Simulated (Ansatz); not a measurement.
Values for one crystal, relaxed and computed with plane-wave PAW r²SCAN (Ansatz code); other levels are named.

```yaml
volume_per_atom: 17.85 Å³
electronic_character: metallic (no gap)
Density of states at the Fermi level: 0.83 states/eV per atom (mean over ±0.08 eV)
Formation energy from the elements (no fitted shifts): -0.88 eV/atom
```

**Question.** Pick the material that matches.
A. Ti5Ge3, P6_3/mcm (Ti on 6g, Ti on 4d, Ge on 6g)
B. Hf3Cu4Si2, P-62m (Hf on 3g, Si on 2c, Cu on 3f, Cu on 1b)
C. YSiRu, Pnma (Y on 4c, Si on 4c, Ru on 4c)
D. LaSi2Pt, Cmcm (La on 4c, Si on 4c, Si on 4c, Pt on 4c)

**Answer.** C, YSiRu, Pnma (Y on 4c, Si on 4c, Ru on 4c)

The first step of the workflow began from a Materials Project structure, measured or hypothetical; the Crystallography Open Database copy checked does not list it. Its standing as an ambient phase is unchecked. Symmetry was held in the r²SCAN relaxation; whether a distortion lowers the energy is not shown. No spin polarisation was allowed. The references are the lowest solids computed at this level, not always the standard phases. Spin–orbit coupling is left out wherever it is not named.

Potentials: the earlier of the program's two PAW sets.
